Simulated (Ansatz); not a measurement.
KTaO3:
```xyz
5
Lattice="3.9520 0.0000 0.0000 0.0000 3.9520 0.0000 0.0000 0.0000 3.9520" Properties=species:S:1:pos:R:3 pbc="T T T"
K      0.0000     0.0000     0.0000
Ta     1.9760     1.9760     1.9760
O      0.0000     1.9760     1.9760
O      1.9760     1.9760     0.0000
O      1.9760     0.0000     1.9760
```

Relaxed with LDA.

### Question
Decompose the optical modes at the zone centre into irreducible representations, and say which are infrared and Raman allowed.

### Answer
Point group m-3m: Γ_opt = 3T1u + T2u. Infrared: T1u. Raman: none.

### Question
Assign frequencies (DFPT, LDA in the plane-wave PAW code Ansatz; without the LO–TO term).

### Answer
T1u 92, T1u 181, T2u 246, T1u 553 cm⁻¹.

Space group Pm-3m (cubic perovskite). The cell was relaxed with LDA under the symmetry of its start. The run is not spin-polarised. Spin–orbit coupling is left out wherever it is not named.

Potentials: the later of the program's two PAW sets.
